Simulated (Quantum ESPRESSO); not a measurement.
```cif
data_Cl24Li4Rb8Sc4
_chemical_formula_sum 'Li4 Cl24 Sc4 Rb8'
_space_group_name_H-M_alt 'Fm-3m'
_space_group_IT_number 225
_space_group_name_Hall '-F 4 2 3'
_cell_length_a 10.23236
_cell_length_b 10.23236
_cell_length_c 10.23236
_cell_angle_alpha 90.000
_cell_angle_beta 90.000
_cell_angle_gamma 90.000
loop_
_atom_site_label
_atom_site_type_symbol
_atom_site_symmetry_multiplicity
_atom_site_Wyckoff_symbol
_atom_site_fract_x
_atom_site_fract_y
_atom_site_fract_z
_atom_site_occupancy
Li1 Li 4 b 0.50000 0.50000 0.50000 1
Cl1 Cl 24 e 0.00000 0.00000 0.24464 1
Sc1 Sc 4 a 0.00000 0.00000 0.00000 1
Rb1 Rb 8 c 0.25000 0.25000 0.25000 1
```
(The calculation used a cell of 10 atoms; values per cell refer to that cell.)

The geometry is that of Materials Project entry mp-1113928, symmetrised and not relaxed again.

### Question
What does norm-conserving PBEsol (Quantum ESPRESSO, 78 Ry, without SOC) give for the electronic structure near the Fermi level?

### Answer
The PBEsol gap is direct, 3.72 eV at Γ. Another valence and conduction extremum on the path lies within 0.02 eV, too close to call. 

The structure is a Materials Project entry; no match was found in the copy of COD used, and its stability was not checked.
